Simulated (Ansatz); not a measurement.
Sc (hcp, Mg type)

```
Sc
1.0
    3.31949     0.00000     0.00000
   -1.65974     2.87476     0.00000
    0.00000     0.00000     5.16639
Sc
2
Direct
  0.33333   0.66667   0.75000
  0.66667   0.33333   0.25000
```

The numbers are results of PBE (plane waves to 420 eV, PAW, scalar-relativistic; Ansatz, a quantum-chemistry and plane-wave program), not measurements. Harmonic phonons by density-functional perturbation theory on a 16×16×10 k mesh, in cm⁻¹ and rounded to 5; i marks imaginary ones, q is in fractions of the reciprocal vectors of the cell shown, and the three acoustic modes at Γ are left out. Sc is run without spin polarisation. Sc was relaxed with its symmetry unable to fall. The PAW data are Ansatz's earlier set.

Question: Is the structure dynamically stable at Γ, M = (0.5, 0.0, 0.0), A = (0.0, 0.0, 0.5), L = (0.5, 0.0, 0.5)?

Answer: No imaginary mode at these points (lowest 95 cm⁻¹ at A = (0.0, 0.0, 0.5)); other wave vectors were not tested.

Question: Predict the phonon wavenumbers at Γ, M = (0.5, 0.0, 0.0), A = (0.0, 0.0, 0.5), L = (0.5, 0.0, 0.5).

Answer: 
```json
[
 {"q": "Γ", "wavenumbers (cm⁻¹)": "135 (×2), 225"},
 {"q": "M = (0.5, 0.0, 0.0)", "wavenumbers (cm⁻¹)": "120, 135, 190, 205, 210, 220"},
 {"q": "A = (0.0, 0.0, 0.5)", "wavenumbers (cm⁻¹)": "95 (×4), 160 (×2)"},
 {"q": "L = (0.5, 0.0, 0.5)", "wavenumbers (cm⁻¹)": "130 (×2), 160 (×2), 195 (×2)"}
]
```
